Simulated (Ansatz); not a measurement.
HfB2 in space group P6/mmm (No. 191; Hf on 1a, B on 2d) under volume change, PBEsol in the plane-wave PAW code Ansatz, shape and atoms relaxed at each volume.

```tsv
V (Å³/atom)	E − E(relaxed) (meV/atom)	P (GPa)
8.855	74.7	29.52
9.147	31.5	18.18
9.439	7.5	8.42
9.731	0.0	0.00
10.023	[?]	[?]
10.315	25.9	-13.55
10.607	[?]	[?]
```

### Question
What belongs in the gaps?

### Answer

- 10.023, E − E(relaxed) (meV/atom): 6.8
- 10.023, P (GPa): -7.27
- 10.607, E − E(relaxed) (meV/atom): 55.6
- 10.607, P (GPa): -18.97

### Question
What does a third-order Birch–Murnaghan fit give for V₀, B₀ and B′?

### Answer
V₀ = 9.73 Å³/atom, B₀ = 260 GPa, B′ = 3.9.

Symmetry was held in the PBEsol relaxation; of distortions, only those at the zone centre were tested. The run is not spin-polarised. Spin–orbit coupling is left out wherever it is not named.

Potentials: the later of the program's two PAW sets.
